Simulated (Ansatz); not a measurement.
All numbers below come from DFT PBE, scalar-relativistic, plane waves, PAW (Ansatz). All cells share a 420 eV cutoff and Γ-centred k meshes spaced at most about 0.3 Å⁻¹ (about 0.25 or finer for metals, 2π included). No spin polarisation in the final relaxations.

Temperature and zero-point effects are left out. All come from trial cells, and lower structures may exist.

Question: Order these relaxed structures of Si₄GePt by energy, lowest first, with the energy over the lowest of them.
A.

```
CELL_PARAMETERS angstrom
4.31185 0.00000 0.00000
-2.15593 3.73417 0.00000
0.00000 0.00000 6.05324
ATOMIC_POSITIONS crystal
Si 0.33333 0.66667 0.78466
Si 0.33333 0.66667 0.21534
Si 0.66667 0.33333 0.78466
Si 0.66667 0.33333 0.21534
Ge 0.00000 0.00000 0.50000
Pt 0.00000 0.00000 0.00000
```

B.

```
CELL_PARAMETERS angstrom
0.00000 3.63032 3.63032
3.63032 0.00000 3.63032
3.63032 3.63032 0.00000
ATOMIC_POSITIONS crystal
Si 0.37437 0.37437 0.37437
Si 0.87690 0.37437 0.37437
Si 0.37437 0.37437 0.87690
Si 0.37437 0.87690 0.37437
Ge 0.00000 0.00000 0.00000
Pt 0.75000 0.75000 0.75000
```

C.

```
CELL_PARAMETERS angstrom
2.93128 -4.34259 0.00000
2.93128 4.34259 0.00000
0.00000 0.00000 4.01615
ATOMIC_POSITIONS crystal
Si 0.31148 0.68852 0.00000
Si 0.68852 0.31148 0.00000
Si 0.50000 0.00000 0.50000
Si 0.00000 0.50000 0.50000
Ge 0.00000 0.00000 0.00000
Pt 0.50000 0.50000 0.50000
```

D.

```
CELL_PARAMETERS angstrom
3.60548 0.00000 0.00000
-1.80274 3.12244 0.00000
0.00000 0.00000 8.88686
ATOMIC_POSITIONS crystal
Si 0.33333 0.66667 0.66919
Si 0.00000 0.00000 0.84187
Si 0.00000 0.00000 0.15813
Si 0.33333 0.66667 0.33081
Ge 0.66667 0.33333 0.50000
Pt 0.66667 0.33333 0.00000
```

Answer: D (0 meV/atom), A (229 meV/atom), C (242 meV/atom), B (407 meV/atom). Forms: D P-6m2; A P6/mmm; C Cmmm; B F-43m. Counting Ge or Si atoms around Pt (for each partner element, those within 1.25 times its shortest distance or 1.15 times the sum of covalent radii, where it is the nearest in units of that sum or under 1.3; the shortest distance is added where it exceeds 1.18 times the sum of covalent radii): D has Pt 6; A has Pt 14; C has Pt 8; B has Pt 16 from 3.0 Å. A holds Si–Si nets (shortest 2.49 Å); C holds Si–Si nets (shortest 2.54 Å) (bonds between like non-metal atoms; other contacts aren't counted). Even the lowest lies +0.10 eV/atom against the elements.

For metals, differences of a few meV/atom aren't resolved. Spin–orbit coupling, which can matter for Pt, is left out. Cells relaxed within their symmetry can be saddle points. Some structure types and database cells were kept out of the candidates from the start, so a known form may be missing.
